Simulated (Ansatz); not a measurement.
Molecular dynamics on a 2×2×2 supercell (16 atoms) of NaCl (Fm-3m), relaxed with r2SCAN. Forces come from PBEsol in Ansatz 0.2.0: constant energy and volume (NVE), velocities drawn at 1300 K, steps of 1 fs. Spin polarisation is off, nuclei are classical, and the run is far too short for thermal averages.

```yaml
crystal:
  lattice:
    - [0.0, 5.6054639232, 5.6054639232]
    - [5.6054639232, 0.0, 5.6054639232]
    - [5.6054639232, 5.6054639232, 0.0]
  atoms:
    - { symbol: Na, position: [0.0, 0.0, 0.0] }
    - { symbol: Cl, position: [0.25, 0.25, 0.25] }
    - { symbol: Na, position: [0.0, 0.0, 0.5] }
    - { symbol: Cl, position: [0.25, 0.25, 0.75] }
    - { symbol: Na, position: [0.0, 0.5, 0.0] }
    - { symbol: Cl, position: [0.25, 0.75, 0.25] }
    - { symbol: Na, position: [0.0, 0.5, 0.5] }
    - { symbol: Cl, position: [0.25, 0.75, 0.75] }
    - { symbol: Na, position: [0.5, 0.0, 0.0] }
    - { symbol: Cl, position: [0.75, 0.25, 0.25] }
    - { symbol: Na, position: [0.5, 0.0, 0.5] }
    - { symbol: Cl, position: [0.75, 0.25, 0.75] }
    - { symbol: Na, position: [0.5, 0.5, 0.0] }
    - { symbol: Cl, position: [0.75, 0.75, 0.25] }
    - { symbol: Na, position: [0.5, 0.5, 0.5] }
    - { symbol: Cl, position: [0.75, 0.75, 0.75] }
kpoints:
  mp_grid: { grid: [2, 2, 2] }
hamiltonian:
  xc: pbesol
scf:
  occupations: { method: fermi_dirac, width: 0.112 }
md:
  ensemble: nve
  temperature: 1300
  timestep: 1.0
  n_steps: 40
  initial_velocities: maxwell_boltzmann
  seed: 5646
```

Command: `ansatz run input.yaml --threads 4 --pin off --max-ram 3686MiB --backend cpu --events-out ev --progress --plain --runs-dir out`. It took 89 s on 4 threads of Arm Neoverse V1, on a shared host, load about 1.1 per core; peak host memory 1 GiB.

Problem. How do temperature and energy develop?

Solution. The temperature goes from 1300 K to 439 K in 40 fs. The atoms start on their lattice sites with kinetic energy alone, so much of it first passes into potential energy. The conserved energy stays within 0.03 meV an atom. By the last step the atoms have moved 0.34 Å in the root mean square, the drift of the whole cell taken out, 0.76 Å at most.
```tsv
step	t (fs)	T (K)	free energy F from step 0 (meV/atom)	kinetic energy (meV/atom)	largest force (eV/Å)
0	0	1300	0.0	157.5	0.00
1	1	1299	0.1	157.4	0.05
2	2	1296	0.5	157.1	0.10
3	3	1291	1.1	156.5	0.15
4	4	1284	1.9	155.6	0.19
5	5	1275	3.0	154.6	0.24
6	6	1265	4.3	153.3	0.29
7	7	1252	5.8	151.8	0.33
8	8	1238	7.5	150.0	0.38
9	9	1222	9.5	148.1	0.42
10	10	1204	11.6	145.9	0.47
11	11	1184	14.0	143.5	0.51
12	12	1163	16.6	141.0	0.55
13	13	1141	19.3	138.2	0.60
14	14	1117	22.2	135.3	0.64
15	15	1091	25.3	132.2	0.68
16	16	1065	28.5	129.0	0.72
17	17	1037	31.9	125.6	0.76
18	18	1008	35.4	122.2	0.80
19	19	978	39.0	118.6	0.84
20	20	948	42.7	114.9	0.88
21	21	917	46.4	111.1	0.92
22	22	885	50.3	107.3	0.97
23	23	854	54.1	103.4	1.01
24	24	822	58.0	99.6	1.06
25	25	790	61.8	95.7	1.10
26	26	758	65.6	91.9	1.14
27	27	727	69.4	88.2	1.17
28	28	697	73.1	84.5	1.21
29	29	668	76.7	80.9	1.24
30	30	639	80.1	77.4	1.27
31	31	612	83.4	74.1	1.31
32	32	586	86.6	71.0	1.34
33	33	561	89.6	68.0	1.37
34	34	538	92.4	65.2	1.39
35	35	517	94.9	62.6	1.42
36	36	497	97.3	60.3	1.43
37	37	480	99.4	58.1	1.45
38	38	464	101.3	56.2	1.46
39	39	450	103.0	54.6	1.46
40	40	439	104.4	53.2	1.46
```

Positions (Å) and forces (eV/Å) at step 40:
```
Na  -0.171  -0.196   0.312    -0.156   0.544  -0.409
Cl   2.769   2.628   2.514     0.132   0.372   0.767
Na   2.879   2.480  -0.013    -0.209   1.278  -0.200
Cl   5.837   5.617   2.768    -0.906   0.177   0.583
Na   2.711  -0.073   2.884     0.585   0.831   0.322
Cl   5.607   2.617   5.471     0.168   0.061   0.104
Na   5.575   2.433   2.795    -0.180   0.600  -0.279
Cl   8.399   5.852   5.793    -0.223  -0.195  -0.073
Na   0.072   2.881   2.756    -0.116  -0.356  -0.053
Cl   3.138   5.687   5.748    -0.507  -0.927   0.047
Na   2.524   6.037   3.367     0.187  -0.196  -1.161
Cl   5.504   8.561   5.563     0.307  -0.664  -0.186
Na   2.883   2.930   5.348    -0.183  -0.228   0.166
Cl   5.592   5.475   8.395     0.036   0.008   0.118
Na   5.615   5.397   5.506     0.763   0.109   0.036
Cl   8.213   8.754   8.246     0.301  -1.414   0.218
```
